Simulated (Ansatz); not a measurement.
ZnCd$_{3}$S$_{4}$:
```yaml
crystal:
  lattice:
    - [5.70461, 0.00000, 0.00000]
    - [0.00000, 5.70461, 0.00000]
    - [0.00000, 0.00000, 5.70461]
  atoms:
    - { symbol: Zn, position: [0.00000, 0.00000, 0.00000] }
    - { symbol: Cd, position: [0.00000, 0.50000, 0.50000] }
    - { symbol: Cd, position: [0.50000, 0.00000, 0.50000] }
    - { symbol: Cd, position: [0.50000, 0.50000, 0.00000] }
    - { symbol: S, position: [0.76317, 0.76317, 0.23683] }
    - { symbol: S, position: [0.76317, 0.23683, 0.76317] }
    - { symbol: S, position: [0.23683, 0.23683, 0.23683] }
    - { symbol: S, position: [0.23683, 0.76317, 0.76317] }
```

x, y and z are the axes in which the lattice vectors are written.

Give the high-frequency dielectric tensor and the Born effective charge tensors of the independent atoms from DFPT, PBEsol in the plane-wave PAW code Ansatz.


ε∞:
```
6.36  0.00  0.00
0.00  6.36  0.00
0.00  0.00  6.36
```
Z* of atom 1 (Zn), rows: field, columns: displacement, in e:
```
2.03  0.00  0.00
0.00  2.03  0.00
0.00  0.00  2.03
```
Z* of atom 2 (Cd), rows: field, columns: displacement, in e:
```
1.97  0.00  0.00
0.00  2.23  0.00
0.00  0.00  2.23
```
Z* of atom 5 (S), rows: field, columns: displacement, in e:
```
-2.12  -0.05   0.05
-0.05  -2.12   0.05
 0.05   0.05  -2.12
```

Space group P-43m. The workflow started from a Materials Project entry (that database holds measured and hypothetical structures alike); the Crystallography Open Database copy checked does not list it. With Zn and Cd taken as one species the cell has the higher symmetry F-43m, so it may be an ordered model of a mixed-site phase. Whether it is the stable phase at ambient conditions was not checked. The PBEsol relaxation kept the symmetry of its start; its stability against distortions is not shown here. Spin–orbit coupling is left out wherever it is not named.

Potentials: the later of the program's two PAW sets.
